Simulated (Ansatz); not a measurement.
ScNi$_{3}$N:
```
CELL_PARAMETERS angstrom
      3.87116     0.00000     0.00000
      0.00000     3.87116     0.00000
      0.00000     0.00000     3.87116
ATOMIC_POSITIONS crystal
  Sc 0.00000 0.00000 0.00000
  Ni 0.00000 0.50000 0.50000
  Ni 0.50000 0.00000 0.50000
  Ni 0.50000 0.50000 0.00000
  N  0.50000 0.50000 0.50000
```

Relaxed with PBE. Special points in fractions of this cell's reciprocal vectors: Γ (0.000, 0.000, 0.000); X (0.000, 0.500, 0.000); M (0.500, 0.500, 0.000); R (0.500, 0.500, 0.500).

List the band energies nearest the Fermi level at these points for the program Ansatz at the PBE level (PAW).

In eV from the Fermi level; about four levels below and three above (degenerate sets whole), none deeper than 8.9 eV; points with the same levels are listed once.

| k | below | above |
|---|---|---|
| Γ | -0.77 -0.77 -0.77 -0.73 | 1.50 1.51 1.51 |
| X | -1.23 -0.77 -0.65 -0.65 | 1.24 1.33 1.33 |
| M | -1.30 -0.27 -0.27 -0.02 | 0.65 1.36 1.36 |
| R | -0.82 -0.82 -0.82 -0.33 -0.33 -0.33 | 0.14 0.14 0.14 |

Space group Pm-3m (anti-perovskite). The start of the workflow was typed in or built on a structure type; neither database checked (COD, Materials Project) lists it. Whether it is the stable phase at ambient conditions was not checked. The cell was relaxed with PBE under the symmetry of its start; whether a distortion lowers the energy is not shown. The workflow began spin-polarised and lost its moments.

Potentials: the earlier of the program's two PAW sets.
